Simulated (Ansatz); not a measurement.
Y:
```cif
data_Y2
_chemical_formula_sum 'Y2'
_space_group_name_H-M_alt 'P63/mmc'
_space_group_IT_number 194
_space_group_name_Hall '-P 6c 2c'
_cell_length_a 3.68603
_cell_length_b 3.68603
_cell_length_c 5.69314
_cell_angle_alpha 90.000
_cell_angle_beta 90.000
_cell_angle_gamma 120.000
loop_
_atom_site_label
_atom_site_type_symbol
_atom_site_symmetry_multiplicity
_atom_site_Wyckoff_symbol
_atom_site_fract_x
_atom_site_fract_y
_atom_site_fract_z
_atom_site_occupancy
Y1 Y 2 d 0.66667 0.33333 0.25000 1
```

Relaxed at zero pressure with the program Ansatz at the r²SCAN level (PAW).

**Question.** The volume is raised by 9 % and shape and atoms relax at that volume. What pressure results, and how do the axes share the change?

**Answer.** -3.1 GPa; a 2.7 %, b 2.7 %, c 3.3 %; the energy rises by 31 meV/atom.

**Question.** Give the new structure.

**Answer.** 
Space group P6₃/mmc (No. 194); a = b = 3.7871 Å, c = 5.8788 Å, α = β = 90.00°, γ = 120.00°

```
atom  site  symmetry       x       y       z
----  ----  --------  ------  ------  ------
Y       2d      -6m2  0.6667  0.3333  0.2500
```

The phase is kept; no other phase was compared at this pressure.

Space group P6_3/mmc (hcp (Mg type)). The cell was relaxed with r²SCAN under the symmetry of its start; of distortions, only those at the zone centre were tested. No spin polarisation was allowed. Axis ratios of metals converge slowly with the k-mesh, so a and c are less sure than the volume.

Potentials: the later of the program's two PAW sets.
